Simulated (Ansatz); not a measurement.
Consider the following.

MgCdS2:
```cif
data_CdMgS2
_chemical_formula_sum 'Mg1 Cd1 S2'
_space_group_name_H-M_alt 'P4/mmm'
_space_group_IT_number 123
_space_group_name_Hall '-P 4 2'
_cell_length_a 3.78191
_cell_length_b 3.78191
_cell_length_c 5.35369
_cell_angle_alpha 90.000
_cell_angle_beta 90.000
_cell_angle_gamma 90.000
loop_
_atom_site_label
_atom_site_type_symbol
_atom_site_symmetry_multiplicity
_atom_site_Wyckoff_symbol
_atom_site_fract_x
_atom_site_fract_y
_atom_site_fract_z
_atom_site_occupancy
Mg1 Mg 1 d 0.50000 0.50000 0.50000 1
Cd1 Cd 1 a 0.00000 0.00000 0.00000 1
S1 S 1 b 0.00000 0.00000 0.50000 1
S2 S 1 c 0.50000 0.50000 0.00000 1
```

This is the r²SCAN-relaxed structure.

Task: All from plane-wave PAW r²SCAN (Ansatz code), unless another level is named. Predict the bulk modulus (Birch–Murnaghan fit).

Result: 81.4 GPa.

Task: And the highest zone-centre frequency (without LO–TO term)?

Result: 34.7 meV.

The workflow started from a Materials Project entry (that database holds measured and hypothetical structures alike); the Crystallography Open Database copy checked does not list it. With Mg and Cd taken as one species the cell has the higher symmetry Fm-3m, so it may be an ordered model of a mixed-site phase. Whether it is the stable phase at ambient conditions was not checked. The r²SCAN relaxation kept the symmetry of its start; of distortions, only those at the zone centre were tested.

Potentials: the later of the program's two PAW sets.
